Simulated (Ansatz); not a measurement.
ZrCl$_{4}$ in space group P2/c (No. 13; Zr on 2e, Cl on 4g, Cl on 4g), LDA in the plane-wave PAW code Ansatz, all energies at zero smearing, with the estimated change up to a 700 eV cutoff added, with one set of potentials and settings (totals compare only within such a set). Cell of 10 atoms (2 Zr, 8 Cl): -16525.184 eV.

```tsv
element	reference phase	E (eV/atom)
Zr	P6/mmm, 3 atoms in the cell	-4077.4793
Cl	Cmce, 4 atoms in the cell	-1044.0601
```

Formation energy per atom, worked out: (-16525.184 − 2×(-4077.4793) − 8×(-1044.0601))/10 = -1.774 eV/atom (-171 kJ per mol of atoms), at 0 K, without zero-point energy or fitted corrections.

The first step of the workflow began from a Materials Project structure, measured or hypothetical; the Crystallography Open Database files this formula in space group No. 13, but the cells were not matched. Whether it is the stable phase at ambient conditions was not checked. The cell was relaxed with LDA under the symmetry of its start; whether a distortion lowers the energy is not shown. No spin polarisation was allowed. A crystal of weakly bound chains computed without a dispersion correction: the cell and the soft elastic constants depend strongly on that. The references are the lowest solids computed at this level, not always the standard phases (solids in place of the gases).

Potentials: the later of the program's two PAW sets.
